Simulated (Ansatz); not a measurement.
**Eu (Cmcm): majority and minority states**

```yaml
crystal:
  lattice:
    - [1.99707, -3.47971, 0.00000]
    - [1.99707, 3.47971, 0.00000]
    - [0.00000, 0.00000, 6.34073]
  atoms:
    - { symbol: Eu, position: [0.83687, 0.16313, 0.75000] }
    - { symbol: Eu, position: [0.16313, 0.83687, 0.25000] }
```

Geometry: a structure from the Materials Project; nothing is relaxed.

Functional, mesh and filling: LDA, 10×10×5 k mesh, Fermi–Dirac smearing of 0.08 eV. LAPW is all-electron LAPW in Ansatz 0.2.0. Site moments are integrated in spheres about the atoms. Start moments (μB): Eu1 7.1, Eu2 7.1.

Question: Give the density of states by spin, smoothed by a Gaussian of 0.15 eV.

Answer: 
| E − E_F (eV) | majority (states/eV/cell) | minority (states/eV/cell) |
| --- | --- | --- |
| -7.00 | 0.00 | 0.00 |
| -6.75 | 0.00 | 0.00 |
| -6.50 | 0.00 | 0.00 |
| -6.25 | 0.00 | 0.00 |
| -6.00 | 0.00 | 0.00 |
| -5.75 | 0.00 | 0.00 |
| -5.50 | 0.00 | 0.00 |
| -5.25 | 0.00 | 0.00 |
| -5.00 | 0.00 | 0.00 |
| -4.75 | 0.00 | 0.00 |
| -4.50 | 0.00 | 0.00 |
| -4.25 | 0.02 | 0.00 |
| -4.00 | 0.07 | 0.00 |
| -3.75 | 0.12 | 0.00 |
| -3.50 | 0.17 | 0.01 |
| -3.25 | 0.23 | 0.05 |
| -3.00 | 0.25 | 0.10 |
| -2.75 | 0.28 | 0.15 |
| -2.50 | 0.35 | 0.20 |
| -2.25 | 0.44 | 0.24 |
| -2.00 | 0.57 | 0.26 |
| -1.75 | 0.82 | 0.30 |
| -1.50 | 0.99 | 0.39 |
| -1.25 | 1.08 | 0.49 |
| -1.00 | 1.54 | 0.66 |
| -0.75 | 9.68 | 0.89 |
| -0.50 | 33.50 | 0.95 |
| -0.25 | 14.34 | 1.00 |
| 0.00 | 2.68 | 1.10 |
| 0.25 | 2.36 | 1.02 |
| 0.50 | 1.47 | 1.10 |
| 0.75 | 1.12 | 1.83 |
| 1.00 | 1.85 | 2.44 |
| 1.25 | 2.75 | 1.65 |
| 1.50 | 2.29 | 1.06 |
| 1.75 | 1.99 | 1.55 |
| 2.00 | 2.00 | 2.52 |
| 2.25 | 1.37 | 2.26 |
Site moments (μB): Eu1 7.28, Eu2 7.28. Cell moment 14.95 μB.

Question: How large is the spin polarisation of the states at the Fermi level?

Answer: (N↑ − N↓)/(N↑ + N↓) = +43 %, from 2.79 and 1.12 states/eV; these are averaged over the run's smearing, not the smoothing of the table, and they move with the mesh.

Löwdin populations of d and f shells (filled inner shells left out):

| shell | up | down |
| --- | --- | --- |
| Eu1 5d | 1.01 | 0.45 |
| Eu1 4f | 6.84 | 0.00 |
| Eu2 5d | 1.01 | 0.45 |
| Eu2 4f | 6.84 | 0.00 |

Without U a semilocal functional puts the f levels too near the Fermi level, which can change moments and the order of magnetic states; site and cell moments are spin moments. Spin–orbit coupling is left out although heavy atoms are present. With open f shells a run can end in a state that isn't the lowest. The magnetic state is the one that this cell and start allow. It needn't be the compound's measured order, which may need a larger cell or be absent.
